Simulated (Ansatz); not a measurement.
CoNiN₂:
```cif
data_CoN2Ni
_chemical_formula_sum 'Co1 Ni1 N2'
_space_group_name_H-M_alt 'P 1'
_space_group_IT_number 1
_cell_length_a 5.91908
_cell_length_b 5.91908
_cell_length_c 5.91908
_cell_angle_alpha 26.467
_cell_angle_beta 26.467
_cell_angle_gamma 26.467
loop_
_space_group_symop_operation_xyz
  'x, y, z'
loop_
_atom_site_label
_atom_site_type_symbol
_atom_site_fract_x
_atom_site_fract_y
_atom_site_fract_z
_atom_site_occupancy
Co1 Co 0.50000 0.50000 0.50000 1
Ni1 Ni 0.00000 0.00000 0.00000 1
N1 N 0.89599 0.89599 0.89599 1
N2 N 0.10401 0.10401 0.10401 1
```
The run is spin-polarised; directions of the spins, atom by atom: ↓ 0 0 0.

Relaxed with DFT-r²SCAN in the program Ansatz with PAW potentials. Indices refer to the conventional cell of R-3m, a = b = 2.7100 Å, c = 17.1256 Å, α = β = 90.00°, γ = 120.00°.

### Question
Simulate the powder diffraction pattern (Cu Kα, λ = 1.54184 Å; lines above 1 %) up to 2θ = 90°.

### Answer
Simulated powder pattern, Cu Kα, λ = 1.54184 Å (kinematic, ideal powder, no thermal factors, no anomalous dispersion; the 30 strongest lines at most, above 1 %, up to 2θ = 90°):

```
2θ (°)  d (Å)  I/Imax (%)          hkl
------  -----  ----------  -----------
15.52   5.709         1.8       (0003)
31.34   2.854          42       (0006)
38.73   2.325         3.4   (1 0 -1 1)
39.83   2.263         100   (0 1 -1 2)
44.00   2.058          46   (1 0 -1 4)
46.93   1.936         1.4   (0 1 -1 5)
58.34   1.582          32   (0 1 -1 8)
65.39   1.427         6.3   (0 0 0 12)
67.73   1.383          22  (1 0 -1 10)
69.35   1.355          21   (1 1 -2 0)
78.07   1.224          17   (1 1 -2 6)
83.07   1.163         9.7   (2 0 -2 2)
85.87   1.132         6.2   (0 2 -2 4)
```

The start of the workflow was typed in or built on a structure type; neither database checked (COD, Materials Project) lists it. Whether it is the stable phase at ambient conditions was not checked. The cell was relaxed with r²SCAN under the symmetry of its start; whether a distortion lowers the energy is not shown. Spin order of the final state: ferromagnetic, the only order run, not a proven ground state. Its formation energy is positive at this level, so the cell may be metastable or incomplete. Other orbital occupations within this spin state were not tried. No Hubbard U is applied. Point labels and valley counts follow the cell and symmetry of the run, lower than the named group.

Potentials: the later of the program's two PAW sets.
